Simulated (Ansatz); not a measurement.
SiBi2O5 in space group Cmc2_1 (No. 36; Pearson symbol oS32), PBEsol (plane waves, PAW; program Ansatz), all energies at zero smearing, with the estimated change up to a 700 eV cutoff added, with one set of potentials and settings (totals compare only within such a set). Cell of 16 atoms (2 Si, 4 Bi, 10 O): -55824.315 eV.

| element | reference phase | E (eV/atom) |
|---|---|---|
| Si | Fd-3m, 2 atoms in the cell | -621.4920 |
| Bi | R-3m, 2 atoms in the cell | -12242.0039 |
| O | C2/m, 4 atoms in the cell, spin-polarised | -558.3554 |

Formation energy per atom, worked out: (-55824.315 − 2×(-621.4920) − 4×(-12242.0039) − 10×(-558.3554))/16 = -1.860 eV/atom (-179 kJ per mol of atoms), at 0 K, without zero-point energy or fitted corrections.

The first step of the workflow began from a Materials Project structure, measured or hypothetical; the Crystallography Open Database copy checked does not list it. Its standing as an ambient phase is unchecked. Symmetry was held in the PBEsol relaxation; of distortions, only those at the zone centre were tested. The references are the lowest solids computed at this level, not always the standard phases (solids in place of the gases). Spin–orbit coupling is left out wherever it is not named.

Potentials: the later of the program's two PAW sets.
